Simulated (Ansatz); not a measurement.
The cell comes from COD entry 4343790, which wasn't checked; take it as a given geometry. The listed cell was then made from it by scaling, straining or moving an atom.

YSn₃: DFT, PBEsol, all-electron LAPW, scalar-relativistic (Ansatz 0.2.0). What sets it apart from a plain run of this crystal: equal xy, yz and zx engineering shear strains of +2 %.

Command: `ansatz run input.yaml --threads 1 --pin off --max-ram 4096MiB --backend cpu --events-out ev --progress --plain --runs-dir out` The run took 91 s on 1 thread of Arm Neoverse V1 (shared host), peak memory 0.65 GiB.

```yaml
crystal:
  lattice:
    - [4.666, 0.04666, 0.04666]
    - [0.04666, 4.666, 0.04666]
    - [0.04666, 0.04666, 4.666]
  atoms:
    - { symbol: "Y", position: [0.0, 0.0, 0.0] }
    - { symbol: Sn, position: [0.0, 0.5, 0.5] }
    - { symbol: Sn, position: [0.5, 0.0, 0.5] }
    - { symbol: Sn, position: [0.5, 0.5, 0.0] }
kpoints:
  mp_grid: { grid: [8, 8, 8] }
  band_path:
    path:
      - [0.0, 0.0, 0.0]
      - [0.5, 0.5, 0.5]
      - [0.5193194925, 0.4806805075, 0.5]
      - [0.5, -0.4806805075, 0.4806805075]
      - [0.5, 0.0, 0.0]
      - [0.0, 0.0, 0.0]
      - [0.4903402537, -0.4903402537, 0.0]
      - [0.5096597463, 0.0, 0.4903402537]
      - [0.5, 0.0, 0.5]
    npoints: 5
scf:
  occupations: { method: fermi_dirac, width: 0.05 }
hamiltonian:
  xc: pbesol
  pseudopotentials: { kind: all_electron, lapw: { basis_error: 0.001 } }
output:
  forces: true
  stress: true
  eigenvalues: true
```

Output:

```
LAPW: plane waves up to 6.743 Å⁻¹, error target 1.0e-3 eV per atom; small_component_spin mean_spin; Y in spheres of 1.633 Å, 21 of its electrons in bands, Dirac shells []; Sn in spheres of 1.633 Å, 22 of its electrons in bands, Dirac shells []
Engine: ansatz 0.2.0
Pseudopotentials: kind: all_electron
Pseudopotential: Y, LAPW, valence charge 21, Koelling and Harmon's equation, gaussian nucleus
Pseudopotential: Sn, LAPW, valence charge 22, Koelling and Harmon's equation, gaussian nucleus
Functional definition: PBEsol
  exchange = pbesol_x
  correlation = pbesol_c
Crystal: 4 atoms, lattice volume = 101.556 Å³
Basis set: ecut = 173.2193327122811 eV, 503 PW (Γ), exchange–correlation at level 2
Bands: 53, of which v1, the nominal top of the filled ones, is band 44 counted from 1 (43 counted from 0)
Symmetry: 12 space group operations
Space group: R-3m (ITA 166), of the structure as read, at distance tolerance 4.7e-5 Å
k-points: 65 of 512
Non-local potential: Y, projectors of the file, none
Non-local potential: Sn, projectors of the file, none
Initial density: superposition of atomic densities (chi_scale 0.1, normalization cell, long waves kept (reshape's long-wave potential 0.00 eV rms))
Initial wavefunctions: plane waves of lowest kinetic energy (no species holds an atomic orbital)
Functional: x = pbesol(κ = 0.804, μ = 0.12345679012345678), c = pbesol(β = 0.046)
iter 1 solved again at ethr=1.85e-4 eV; its pass at ethr=1.00e-1 eV (dr2=1.61e-1 eV) is discarded
SCF iter   1: F=—  HF=-596112.981617 eV  |F-HF|=—  |Δ(HF+E_count)|=         —  Δρ=9.63e-3  dr2=1.62e-1  ethr=1.85e-4  ⟨swp⟩=3.0  Hψ=22077  notcnv=0
preconditioner: auto → Kerker (q_TF=auto, 2.659 Å⁻¹)  [metal: Δε(μ)=0.010 eV  Ē_g=19.351 eV  σ=0.050 eV  W_gap=0.05  n_scr=26 (ndim 8)  ℏωp=26.3 eV  f_vac=0.000  D(μ)=2.66/eV (n_scr^D=18)]
SCF iter   2: F=—  HF=-596112.857142 eV  |F-HF|=—  |Δ(HF+E_count)|=   1.24e-1  Δρ=6.58e-3  dr2=8.05e-2  ethr=1.85e-4  ⟨swp⟩=2.0  Hψ=10701  notcnv=0
SCF iter   3: F=—  HF=-596112.835783 eV  |F-HF|=—  |Δ(HF+E_count)|=   2.14e-2  Δρ=3.88e-3  dr2=3.11e-2  ethr=9.26e-5  ⟨swp⟩=2.0  Hψ=10559  notcnv=0
SCF iter   4: F=—  HF=-596112.830041 eV  |F-HF|=—  |Δ(HF+E_count)|=         —  Δρ=1.89e-3  dr2=8.07e-3  ethr=3.57e-5  ⟨swp⟩=2.0  Hψ=10507  notcnv=0
the basis was enlarged: its passes take 125.1 KiB over the memory plan, 1 of 1 planned eigensolver slots
iter 5 solved again at ethr=2.69e-7 eV; its pass at ethr=9.28e-6 eV (dr2=2.34e-4 eV) is discarded
SCF iter   5: F=—  HF=-596112.828560 eV  |F-HF|=—  |Δ(HF+E_count)|=   1.48e-3  Δρ=3.96e-4  dr2=2.33e-4  ethr=2.69e-7  ⟨swp⟩=2.0  Hψ=17524  notcnv=0
SCF iter   6: F=—  HF=-596112.828362 eV  |F-HF|=—  |Δ(HF+E_count)|=   1.99e-4  Δρ=2.61e-4  dr2=1.16e-4  ethr=2.68e-7  ⟨swp⟩=2.1  Hψ=10469  notcnv=0
SCF iter   7: F=—  HF=-596112.828365 eV  |F-HF|=—  |Δ(HF+E_count)|=   3.12e-6  Δρ=1.22e-4  dr2=3.85e-5  ethr=1.33e-7  ⟨swp⟩=2.0  Hψ=10462  notcnv=0
SCF iter   8: F=—  HF=-596112.828363 eV  |F-HF|=—  |Δ(HF+E_count)|=   1.79e-6  Δρ=4.03e-5  dr2=6.70e-6  ethr=4.43e-8  ⟨swp⟩=2.0  Hψ=10462  notcnv=0
SCF iter   9: F=—  HF=-596112.828361 eV  |F-HF|=—  |Δ(HF+E_count)|=   2.38e-6  Δρ=1.57e-5  dr2=5.40e-7  ethr=7.70e-9  ⟨swp⟩=2.0  Hψ=10462  notcnv=0
SCF iter  10: F=-596112.828361 eV  HF=-596112.828361 eV  |F-HF|=1.66e-8  |Δ(HF+E_count)|=   2.10e-8  Δρ=4.83e-6  dr2=2.76e-8  ethr=6.21e-10  ⟨swp⟩=2.1  Hψ=10471  notcnv=0
SCF 1 converged in 10 iterations: F = -596112.828361 eV  dr2 = 2.76e-8
the search or the solves at the SCF's close seem to have found levels that the self-consistency loop had missed (the run counts 1). By its estimate they hold under 1e-12 electrons; where the run keeps them, the occupations were computed again with them
NSCF: frozen V_eff on 41 k-points
SCF converged after 10 iterations
Free energy (F): -596112.828361 eV
Harris-Foulkes:  -596112.828361 eV  (|F-HF|=1.66e-8)
Internal energy: -596112.807422 eV  (E = F + TS)
E sigma→0 (E₀):  -596112.817891 eV
Entropy (-TS):   -0.020939 eV (-5.235 meV/atom)
Fermi energy:    15.046794 eV
--- Per-component energies (eV) ---
  E_band       = -3396.148820
  E_kinetic    = 625010.378065
  E_xc         = -16200.097155
  E_electrostatic = -1204923.088332  (all electrons and nuclei)
  E_smearing   = -0.020939  (= −TS)
  E_closure    = 0.000000  (closes the sum)
  E_atoms      = -596093.173936  (free atoms, spherical and without spin; not in F)
  Σ components = -596112.828361   (vs F -596112.828361, Δ=0.00e0)
  Basis errors (estimates in eV, not in F): energy 2.1e-4 per atom: plane waves 1.7e-4 (8.5e-5 summed), levels above the bands 4.4e-41, relativity 1.2e-8, radial functions 4.2e-5, core shells 9.7e-7; eigenvalues (radial functions only) 1.2e-6; not estimated: angular momenta, meshes, grids; target (lapw.basis_error) 1.0e-3; muffin-tin radii Y 1.633 Å, Sn 1.633 Å
--- Forces (eV/Å), atoms counted from 1 ---
  atom   1  Y      0.00000000     0.00000000    -0.00000000
  atom   2  Sn    -0.00000000    -0.00000000    -0.00000000
  atom   3  Sn     0.00000000    -0.00000000    -0.00000000
  atom   4  Sn     0.00000000    -0.00000000     0.00000000
  max |Σ_I F_I| component: 3.02e-30 eV/Å
--- Stress (GPa, compression-positive) ---
       -0.731328      -0.601811      -0.601811
       -0.601811      -0.731328      -0.601811
       -0.601811      -0.601811      -0.731328
  P = ⅓ Tr σ = -0.7313 GPa (-7.313 kbar)
--- Band table (eV; the first three rows and the last of 65) ---
  k-point 0: bands = ["-131.2762", "-131.2762", "-131.2737", "-131.2692", "-131.2692", "-114.2115", "-114.2112", "-114.2112", "-70.0782", "-70.0775", "-70.0775", "-70.0314", "-70.0311", "-70.0311", "-70.0239", "-70.0239", "-70.0234", "-28.1114", "-8.1608", "-8.1466", "-8.1466", "-6.5393", "-6.5246", "-6.5246", "-6.5205", "-6.4006", "-6.4006", "-6.3605", "-6.3491", "-6.3491", "-6.3410", "-6.3410", "-6.2415", "-6.2415", "-6.2412", "-6.2271", "4.0403", "9.7437", "9.7437", "11.7716", "11.9576", "11.9576", "16.2163", "16.2552", "16.2552", "16.4015", "16.7656", "16.7656", "17.0012", "17.0012", "17.1680", "19.4148", "19.9075"]
  k-point 1: bands = ["-131.2762", "-131.2762", "-131.2737", "-131.2692", "-131.2692", "-114.2115", "-114.2112", "-114.2112", "-70.0782", "-70.0775", "-70.0775", "-70.0314", "-70.0311", "-70.0311", "-70.0239", "-70.0239", "-70.0234", "-28.1113", "-8.1648", "-8.1523", "-8.1492", "-6.5326", "-6.5189", "-6.5137", "-6.5126", "-6.3989", "-6.3947", "-6.3588", "-6.3489", "-6.3459", "-6.3458", "-6.3409", "-6.2527", "-6.2510", "-6.2424", "-6.2326", "4.1562", "9.1354", "9.8233", "11.8769", "12.0034", "12.3995", "15.4240", "15.6397", "15.7894", "16.2785", "16.7013", "17.1109", "17.6186", "17.7306", "18.5067", "19.0109", "19.3902"]
  k-point 2: bands = ["-131.2762", "-131.2762", "-131.2737", "-131.2692", "-131.2692", "-114.2114", "-114.2113", "-114.2112", "-70.0781", "-70.0776", "-70.0775", "-70.0314", "-70.0311", "-70.0311", "-70.0239", "-70.0238", "-70.0234", "-28.1110", "-8.1775", "-8.1630", "-8.1554", "-6.5250", "-6.4942", "-6.4887", "-6.4830", "-6.3949", "-6.3785", "-6.3597", "-6.3590", "-6.3446", "-6.3406", "-6.3385", "-6.2839", "-6.2805", "-6.2521", "-6.2386", "4.4966", "8.0503", "10.0471", "11.9934", "12.1166", "13.2607", "14.2364", "15.0631", "15.1497", "16.3293", "17.0480", "17.7192", "18.1162", "18.3753", "18.5274", "19.1243", "19.4349"]
  k-point 64: bands = ["-131.2762", "-131.2762", "-131.2737", "-131.2692", "-131.2692", "-114.2113", "-114.2113", "-114.2113", "-70.0801", "-70.0765", "-70.0765", "-70.0324", "-70.0307", "-70.0307", "-70.0242", "-70.0242", "-70.0225", "-28.1095", "-8.1828", "-8.1671", "-8.1671", "-6.4817", "-6.4590", "-6.4590", "-6.4392", "-6.4392", "-6.4364", "-6.4128", "-6.3639", "-6.3518", "-6.3518", "-6.3279", "-6.3279", "-6.2493", "-6.2493", "-6.2351", "7.5193", "7.8348", "7.8348", "9.9050", "11.1658", "11.3560", "11.3560", "15.7108", "17.3974", "17.3974", "18.2024", "18.2608", "18.2608", "20.8049", "20.8049", "20.9404", "21.2912"]
```

Spin polarisation is left out, and whether a magnetic state lies lower isn't shown here.
